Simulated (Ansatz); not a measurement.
**GaN at 18 GPa: from Born charge to LO–TO splitting and polaron coupling**

Level of theory: DFT LDA, scalar-relativistic, plane waves, PAW in Ansatz 0.2.0. Cutoff 420 eV, 12×12×12 k-points (Γ-centred), fixed occupations. No spin polarisation. Phonons by linear response, acoustic sum rule imposed.

The cell, relaxed at 18 GPa:
```cif
data_structure
_symmetry_space_group_name_H-M 'F-43m'
_symmetry_Int_Tables_number 216
_cell_length_a 4.3447
_cell_length_b 4.3447
_cell_length_c 4.3447
_cell_angle_alpha 90.000
_cell_angle_beta 90.000
_cell_angle_gamma 90.000
_cell_volume 82.01
loop_
_atom_site_label
_atom_site_type_symbol
_atom_site_symmetry_multiplicity
_atom_site_Wyckoff_symbol
_atom_site_fract_x
_atom_site_fract_y
_atom_site_fract_z
_atom_site_occupancy
Ga1 Ga 4 a 0.00000 0.00000 0.00000 1
N1 N 4 c 0.25000 0.25000 0.25000 1
```

Other phases may be more stable at this pressure.

Linear response gives ν_TO = 618.2 cm⁻¹, Born charges ±2.596 e (positive on Ga) and ε∞ = 5.426. The primitive cell holds 20.503 Å³, and the masses are 69.723 and 14.007 amu.

Task: Find ν_LO and the static dielectric constant.

Result: The long-wave field adds a restoring force: ω_LO² − ω_TO² = Z*²e²/(ε_vac ε∞ μV). In these units ν_LO² − ν_TO² = 4.92064×10⁷ Z*²/(μ V ε∞) cm⁻², with μ = m₁m₂/(m₁ + m₂) = 11.664 amu: 255584 cm⁻². So ν_LO = √(618.2² + 255584) = 798.6 cm⁻¹, and the run gives 798.6. Lyddane–Sachs–Teller then gives ε0 = ε∞ (ν_LO/ν_TO)² = 9.06, against 9.06 in the run (it forms both from the same three quantities, so the match checks the arithmetic only). Between ν_TO and ν_LO the dielectric function is negative and an undamped crystal reflects fully: a reststrahlen band from 12.5 to 16.2 μm.

Task: What do the Clausius–Mossotti polarisability and the Szigeti charge come to?

Result: With the Lorentz local field, α = (3V/4π)(ε∞ − 1)/(ε∞ + 2) = 2.92 Å³ for the pair, and e_S = 3Z*/(ε∞ + 2) = 1.05 e. The Born charge includes the electrons' response to the dipole's own local field, and e_S takes that enhancement out. The Lorentz field assumes point-like polarisable ions, a poor picture once ε∞ is this large, since the electron clouds then overlap or are shared, so both numbers are formal here.

Task: How strongly does a slow electron couple to the LO mode?

Result: For one isotropic parabolic band, Fröhlich's constant is α_F = (1/ε∞ − 1/ε0) √(m* Ry/ħω_LO), with Ry = 13.606 eV, ħω_LO = 99.0 meV and m* in free-electron masses: α_F = 0.0739 × 11.72 × √m* = 0.87 √m*. The band mass isn't part of this run; for m* = 0.1, 0.3 and 1 it gives 0.27, 0.47, 0.87. In weak coupling the polaron lies α_F ħω_LO below the band edge (47 meV at m* = 0.3) with a mass m*(1 + α_F/6); past α_F of about 5 or 6 that expansion fails. A semilocal functional's ε∞ tends to be too large, which taken alone lowers α_F.

This zinc-blende form isn't the usual stable structure of the compound at low pressure.

Cost: 1 run of about 0.95 core-minutes, on Intel Xeon Platinum 8488C (Sapphire Rapids) (shared hosts).